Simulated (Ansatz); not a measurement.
Given:

ScSi:
```
CELL_PARAMETERS angstrom
      1.97578    -4.91068     0.00000
      1.97578     4.91068     0.00000
      0.00000     0.00000     3.63593
ATOMIC_POSITIONS crystal
  Sc 0.13906 0.86094 0.75000
  Sc 0.86094 0.13906 0.25000
  Si 0.41841 0.58159 0.75000
  Si 0.58159 0.41841 0.25000
```

This is the PBEsol-relaxed structure. Cartesian axes are those of the cell as given.

Question: All from plane-wave PAW PBEsol (Ansatz code), unless another level is named. Give the bulk modulus (Birch–Murnaghan fit).

Answer: 108 GPa.

Question: Give the highest zone-centre frequency.

Answer: 399 cm^-1.

Question: And the elastic constants (relaxed ions, GPa)?

Answer: C11 = 179, C22 = 253, C33 = 215, C12 = 46.9, C13 = 83.9, C23 = 33.8, C44 = 49.0, C55 = 123, C66 = 61.7.

Space group Cmcm. The first step of the workflow began from a Materials Project structure, measured or hypothetical; the Crystallography Open Database copy checked does not list it. Its standing as an ambient phase is unchecked. Symmetry was held in the PBEsol relaxation; whether a distortion lowers the energy is not shown. The run is not spin-polarised. As this level gives no gap, shear constants depend on the k-mesh and smearing (Fermi–Dirac, 0.1 eV here). As this level gives no gap, phonon frequencies hold no LO–TO term and depend on the k-mesh and smearing (Fermi–Dirac, 0.1 eV here).

Potentials: the earlier of the program's two PAW sets. The files were generated under PBE; for other functionals the program regenerates the frozen cores, and for LDA and PBEsol the local potential too.
